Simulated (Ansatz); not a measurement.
## Computed properties of LaAg

```
La Ag
1.0
     3.76000    0.00000    0.00000
     0.00000    3.76000    0.00000
     0.00000    0.00000    3.76000
La Ag
1 1
Cartesian
  1.8800 1.8800 1.8800
  0.0000 0.0000 0.0000
```

Atom numbers follow the list: La1, Ag2.

The cell is COD entry 9008798, as deposited and not checked against the literature; nothing was relaxed.

Spin–orbit coupling is left out, though it moves levels of the heavy atoms by tenths of an eV or more.

Methods: DFT, PBEsol, all-electron LAPW, scalar-relativistic (Ansatz 0.2.0); DFT, PBEsol, PAW with Ansatz's default frozen-core files, scalar-relativistic (Ansatz 0.2.0).

For LAPW: a Γ-centred 9×9×9 k mesh, Fermi–Dirac smearing of 0.08 eV, basis error target 0.25 meV/atom, no spin polarisation. PAW takes a cutoff of 420 eV at this cell (files made with PBE, cores remade for this functional). The Ansatz runs share mesh, smearing and spin set-up. Values come from LAPW unless marked.

| Quantity | Value |
| --- | --- |
| Pressure at this cell | -0.28 GPa |
| Volume per atom | 26.58 Å³ |

Task: Give the computed value. Band gap.

Result: none: bands cross the Fermi level, a metal.

Task: Bader charges (from the PAW run): what does the calculation give?

Result: La1 +1.18, Ag2 -1.18 e.

Task: Give the computed value. Density of states at the Fermi level (0.2 eV bin).

Result: 1.82 states/eV per cell.

Task: Predict this quantity. Löwdin charges (with 0.11 e of the cell spilling out of the atomic basis, so their sizes and signs hang on that basis).

Result: La1 -0.27, Ag2 0.38 e.
